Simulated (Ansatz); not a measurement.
CF₄:
```
CELL_PARAMETERS angstrom
      4.16347     2.10628     0.00000
     -4.16347     2.10628     0.00000
     -4.12117     0.00000     7.17530
ATOMIC_POSITIONS crystal
  F  0.38850 0.60617 0.60581
  F  0.60617 0.38850 0.89419
  F  0.61150 0.39383 0.39419
  F  0.39383 0.61150 0.10581
  C  0.68437 0.68437 0.25000
  C  0.31563 0.31563 0.75000
  F  0.76310 0.96821 0.29374
  F  0.96821 0.76310 0.20626
  F  0.23690 0.03179 0.70626
  F  0.03179 0.23690 0.79374
```

Relaxed with r²SCAN+D4. Special points in fractions of this cell's reciprocal vectors: Γ (0.000, 0.000, 0.000); C (0.335, 0.335, 0.000); C2 (-0.335, 0.665, 0.000); Y2 (-0.500, 0.500, 0.000); M2 (-0.500, 0.500, 0.500); D (-0.292, 0.708, 0.500); D2 (0.292, 0.292, 0.500); A (0.000, 0.000, 0.500); L2 (0.000, 0.500, 0.500); V2 (0.000, 0.500, 0.000).

List the band energies nearest the valence-band maximum at these points for plane-wave PAW r²SCAN+D4 (Ansatz code).

In eV from the valence-band maximum; about four levels below and three above (degenerate sets whole), none deeper than 8.9 eV; points with the same levels are listed once.

| k | below | above |
|---|---|---|
| Γ | -0.24 -0.20 -0.20 -0.06 | 10.48 13.40 13.59 |
| C | -0.14 -0.13 -0.05 -0.02 | 13.69 13.71 13.92 |
| Y2 | -0.13 -0.13 -0.08 -0.07 | 13.33 13.35 13.52 |
| M2 | -0.15 -0.15 -0.06 -0.06 | 12.94 12.94 13.97 13.97 |
| D | -0.09 -0.09 -0.05 -0.05 | 13.71 13.71 13.86 13.86 |
| A | -0.26 -0.26 -0.08 -0.08 | 11.47 11.47 14.38 14.38 |
| L2 | -0.11 -0.10 -0.01 0.00 | 13.24 13.49 13.84 |
| V2 | -0.09 -0.07 -0.06 -0.01 | 13.36 13.44 14.06 |

Space group C2/c. The workflow started from an entry of the Crystallography Open Database (COD). Symmetry was held in the r²SCAN+D4 relaxation; its stability against distortions is not shown here. The substance is a gas or liquid at ambient conditions.

Potentials: the later of the program's two PAW sets.
